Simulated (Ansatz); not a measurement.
ScAl3:
```yaml
crystal:
  lattice:
    - [4.10514, 0.00000, 0.00000]
    - [0.00000, 4.10514, 0.00000]
    - [0.00000, 0.00000, 4.10514]
  atoms:
    - { symbol: Sc, position: [0.00000, 0.00000, 0.00000] }
    - { symbol: Al, position: [0.50000, 0.00000, 0.50000] }
    - { symbol: Al, position: [0.00000, 0.50000, 0.50000] }
    - { symbol: Al, position: [0.50000, 0.50000, 0.00000] }
```

Relaxed with PBE. Special points in fractions of this cell's reciprocal vectors: Γ (0.000, 0.000, 0.000); X (0.000, 0.500, 0.000); M (0.500, 0.500, 0.000); R (0.500, 0.500, 0.500).

**Question.** List the band energies nearest the Fermi level at these points for DFT-PBE in the program Ansatz with PAW potentials.

**Answer.** In eV from the Fermi level; about four levels below and three above (degenerate sets whole), none deeper than 8.9 eV; points with the same levels are listed once.

| k | below | above |
|---|---|---|
| Γ | -2.62 -2.62 -1.82 -1.82 -1.82 | 1.24 1.28 1.28 1.28 |
| X | -7.29 -1.71 -1.71 -1.46 | 0.78 0.97 0.97 |
| M | -5.63 -5.63 -4.34 -0.54 -0.54 | 1.18 1.35 2.05 |
| R | -4.44 -2.96 -2.96 -2.96 | 0.91 2.57 2.57 |

Space group Pm-3m (Cu3Au type). The PBE relaxation kept the symmetry of its start. No spin polarisation was allowed.

Potentials: the earlier of the program's two PAW sets.
